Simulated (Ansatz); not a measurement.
Mechanical response of PbO (P4/nmm)

```yaml
crystal:
  lattice:
    - [3.98748, 0.00000, 0.00000]
    - [0.00000, 3.98748, 0.00000]
    - [0.00000, 0.00000, 5.07978]
  atoms:
    - { symbol: Pb, position: [0.00000, 0.50000, 0.23317] }
    - { symbol: Pb, position: [0.50000, 0.00000, 0.76683] }
    - { symbol: O, position: [0.00000, 0.00000, 0.00000] }
    - { symbol: O, position: [0.50000, 0.50000, 0.00000] }
```

Conventional cell: a = 3.987 Å, b = 3.987 Å, c = 5.080 Å, α = 90.00°, β = 90.00°, γ = 90.00°. Around Pb (atom 1) lie 4 O at 2.32 Å. O (atom 3) has 4 Pb at 2.32 Å as nearest neighbours.

Computed, not measured; unless marked otherwise by PBEsol, PAW on Ansatz 0.2.0's default frozen-core files (fitted under PBE), scalar-relativistic. k mesh 6×6×4, strains of ±0.008, fixed occupations, cutoff 420 eV. The cell was relaxed by PAW under this functional.

The cell is tetragonal and carries a residual pressure of 0.02 GPa at this level. Each strain component that symmetry leaves independent is applied at ±0.008, the ions relax wherever a strain frees them, and the stress (tension positive, GPa) is read. Shears are engineering strains, γ = 2ε.

```
strain    size      σxx      σyy      σzz      σyz     σxz      σxy
    xx  -0.008  -0.5682  -0.5468  -0.1384   0.0000  0.0000   0.0000
    xx  +0.008   0.5213   0.4953   0.0680   0.0000  0.0000   0.0000
    zz  -0.008  -0.1207  -0.1207  -0.1795   0.0000  0.0000   0.0000
    zz  +0.008   0.0856   0.0856   0.1041   0.0000  0.0000   0.0000
    yz  -0.008  -0.0156  -0.0156  -0.0351  -0.1132  0.0000   0.0000
    yz  +0.008  -0.0156  -0.0157  -0.0351   0.1132  0.0000   0.0000
    xy  -0.008  -0.0146  -0.0146  -0.0323   0.0000  0.0000  -0.4635
    xy  +0.008  -0.0146  -0.0146  -0.0323   0.0000  0.0000   0.4635
```

A central difference gives one constant, for example C11 ≈ (0.5213 − (-0.5682))/(0.016) = 68.1 GPa; the program then imposes the crystal's symmetry on the whole matrix.

Question: What are the independent elastic constants?

Answer: C11 = 68.1, C12 = 65.1, C13 = 12.9, C33 = 17.7, C44 = 14.1, C66 = 57.9 GPa.

Question: Is the crystal stable against homogeneous strain?

Answer: The least eigenvalue of the 6×6 matrix is 3.0 GPa, so yes.

Question: What moduli does a random aggregate of grains have?

Answer: Voigt and Reuss bounds: B from 17.3 to 37.3 and G from 5.3 to 21.4 GPa; their means are B = 27.3 and G = 13.4 GPa. Then E = 9BG/(3B + G) = 34.5 GPa, ν = (3B − 2G)/(6B + 2G) = 0.290 and B/G = 2.04, on the ductile side of Pugh's 1.75 (a rule of thumb, made for metals; it doesn't predict ductility here).

Question: With the density of 9.178 g/cm³, how fast does sound travel, and what Debye temperature follows?

Answer: 

| direction | slow (m/s) | middle (m/s) | fast (m/s) |
| --- | --- | --- | --- |
| x | 1242 | 2513 | 2724 |
| y | 1242 | 2513 | 2724 |
| z | 1242 | 1242 | 1390 |

The mean of v⁻³ over directions and branches gives v_m = 1200 m/s and θ_D = (ħ/k_B) v_m (6π²n)^(1/3) = 131 K, n being atoms per volume. Young's modulus spans 6 to 115 GPa over directions, and the universal anisotropy index is 16.39.

Question: What happens at 10 GPa (cell relaxed there)?

Answer: The volume falls to 0.7994 of its value, and C11 = 131.9, C12 = 131.4, C13 = 78.2, C33 = 79.0, C44 = 55.2, C66 = 81.5 GPa (slopes of the stress), in this structure whether or not another phase takes over.

Keep in mind: frozen-core PAW files fitted under PBE, their cores solved anew for the functional of the run; no spin-orbit coupling on heavy atoms; no dispersion correction, so the spacing and stiffness between layers or molecules are poor.
